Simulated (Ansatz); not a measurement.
## Sn4SeS3 (Cm) at 2 levels of theory

One geometry, relaxed with PBE; plane waves with PAW potentials in Ansatz, scalar-relativistic. No spin polarisation. Gaps are the least over mesh and band path; pressure is positive in compression.

```
CELL_PARAMETERS angstrom
12.01838 -2.05989 0.00000
12.01838 2.05989 0.00000
-0.72725 0.00000 4.27774
ATOMIC_POSITIONS crystal
Sn 0.94255 0.94255 0.82411
Sn 0.56661 0.56661 0.38474
Sn 0.68998 0.68998 0.01045
Sn 0.31186 0.31186 0.62480
Se 0.45125 0.45125 0.36665
S 0.05288 0.05288 0.96650
S 0.20260 0.20260 0.61762
S 0.79892 0.79892 0.20514
```

| level | cutoff (eV) | k mesh | gap (eV) | pressure (GPa) |
| --- | --- | --- | --- | --- |
| PBE | 420 | 8×8×6 | 0.62 | 0.0 |

Problem. What comes out on the same cell with r2SCAN?

Solution.
| level | cutoff (eV) | k mesh | gap (eV) | pressure (GPa) |
| --- | --- | --- | --- | --- |
| r2SCAN | 500 | 8×8×6 | 0.76 | -1.2 |

The cell holds layers, chains or molecules and no dispersion correction was added, so their binding is poorly described.

The cell was found from a structure generator's guess, not taken from experiment.
